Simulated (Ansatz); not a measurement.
TaAs in space group I4_1md (No. 109; Ta on 4a, As on 4a) at seven volumes, r²SCAN (plane waves, PAW; program Ansatz), shape and atoms relaxed at each. One row is withheld.

```
V (Å³/atom)  P (GPa)
-----------  -------
15.782         21.41
16.302         13.13
16.822          6.04
17.343          0.00
17.863         -5.17
18.383         -9.57
18.903             ?
```

**Question.** Fit the shown pressures and predict the withheld one.

**Answer.** P = (3/2)B₀(x^(7/2) − x^(5/2))[1 + (3/4)(B′ − 4)(x − 1)] with x = (V₀/V)^(2/3). Least squares on the six rows gives V₀ = 17.343 Å³/atom, B₀ = 186 GPa, B′ = 4.23. At V = 18.903, x = 0.9442 and P = -13.36 GPa. The run itself gave -13.32 GPa.

The r²SCAN relaxation kept the symmetry of its start. No spin polarisation was allowed. Scalar-relativistic: spin–orbit coupling is off unless named, which matters more the heavier the elements.

Potentials: the earlier of the program's two PAW sets.
